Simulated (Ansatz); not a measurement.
VGe2:
```yaml
crystal:
  lattice:
    - [4.74914, 0.00000, 0.00000]
    - [-2.37457, 4.11287, 0.00000]
    - [0.00000, 0.00000, 6.54795]
  atoms:
    - { symbol: V, position: [0.50000, 0.00000, 0.00000] }
    - { symbol: V, position: [0.50000, 0.50000, 0.33333] }
    - { symbol: V, position: [0.00000, 0.50000, 0.66667] }
    - { symbol: Ge, position: [0.83365, 0.66730, 0.00000] }
    - { symbol: Ge, position: [0.16635, 0.83365, 0.33333] }
    - { symbol: Ge, position: [0.33270, 0.16635, 0.66667] }
    - { symbol: Ge, position: [0.16635, 0.33270, 0.00000] }
    - { symbol: Ge, position: [0.83365, 0.16635, 0.33333] }
    - { symbol: Ge, position: [0.66730, 0.83365, 0.66667] }
```

Relaxed with PBEsol. Special points in fractions of this cell's reciprocal vectors: Γ (0.000, 0.000, 0.000); M (0.500, 0.000, 0.000); K (0.333, 0.333, 0.000); A (0.000, 0.000, 0.500); L (0.500, 0.000, 0.500); H (0.333, 0.333, 0.500).

### Question
List the band energies nearest the Fermi level at these points for the program Ansatz at the PBEsol with spin–orbit coupling level (PAW).

### Answer
In eV from the Fermi level; about four levels below and three above (degenerate sets whole), none deeper than 8.9 eV; points with the same levels are listed once.

```json
[
 {"k": "Γ", "below": "-1.71 -1.71 -1.60 -1.60", "above": "0.36 0.36 1.68 1.68"},
 {"k": "M", "below": "-0.42 -0.42 -0.01 -0.01", "above": "0.09 0.09 0.41 0.41"},
 {"k": "K", "below": "-1.17 -1.17 -1.17 -1.16", "above": "0.24 0.24 0.26"},
 {"k": "A", "below": "-1.71 -1.71 -1.46 -1.46", "above": "0.40 0.40 0.41 0.41"},
 {"k": "L", "below": "-0.48 -0.48 -0.15 -0.15", "above": "0.66 0.66 0.91 0.91"},
 {"k": "H", "below": "-0.13 -0.12 -0.08 -0.08", "above": "0.42 0.42 0.93 0.93"}
]
```

Space group P6_222. The first step of the workflow began from a Materials Project structure, measured or hypothetical; the Crystallography Open Database copy checked does not list it. Whether it is the stable phase at ambient conditions was not checked. The PBEsol relaxation kept the symmetry of its start; whether a distortion lowers the energy is not shown. The workflow began spin-polarised and lost its moments.

Potentials: the later of the program's two PAW sets.
